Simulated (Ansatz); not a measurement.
Si2W:
```xyz
6
Lattice="0.0000 3.9706 4.4900 2.2954 0.0000 4.4900 2.2954 3.9706 0.0000" Properties=species:S:1:pos:R:3 pbc="T T T"
Si     2.2954     5.2706     4.4900
Si     2.2954     2.6707     4.4900
Si     3.4432     4.6560     6.7349
Si     3.4432     7.2560     6.7349
W      0.0000     0.0000     0.0000
W      1.1477     1.9853     2.2450
```

Relaxed with PBE. Special points in fractions of this cell's reciprocal vectors: Γ (0.000, 0.000, 0.000); Y (0.500, 0.000, 0.500); T (1.000, 0.500, 0.500); Z (0.500, 0.500, 0.000); Σ0 (0.000, 0.399, 0.399); U0 (1.000, 0.601, 0.601); C0 (0.500, 0.232, 0.732); A0 (0.500, 0.768, 0.268); L (0.500, 0.500, 0.500).

**Question.** List the band energies nearest the Fermi level at these points for the program Ansatz at the PBE level (PAW).

**Answer.** In eV from the Fermi level; about four levels below and three above (degenerate sets whole), none deeper than 8.9 eV; points with the same levels are listed once.

```tsv
k	below	above
Γ	-3.24 -2.49 -2.33 -2.16	0.44 1.15 2.44
Y	-2.79 -2.79 -0.32 -0.32	2.26 2.26 3.14 3.14
T	-2.44 -2.44 -1.32 -1.32	1.35 1.35 2.80 2.80
Z	-2.21 -2.21 -1.67 -1.67	2.69 2.69 2.72 2.72
Σ0	-1.94 -1.76 -1.19 -1.06	0.33 1.86 2.68
C0	-2.77 -2.77 -0.21 -0.21	0.89 0.89 2.21 2.21
L	-2.95 -2.18 -1.77 -0.58	0.08 0.24 1.40
```

Space group Fddd. The cell is a constructed one: a structure type filled with these elements; neither database checked (COD, Materials Project) lists it. It is not the phase usual at ambient conditions (space group No. 139). The cell was relaxed with PBE under the symmetry of its start; whether a distortion lowers the energy is not shown. The run is not spin-polarised. Scalar-relativistic: spin–orbit coupling is off unless named, which matters more the heavier the elements.

Potentials: the earlier of the program's two PAW sets.
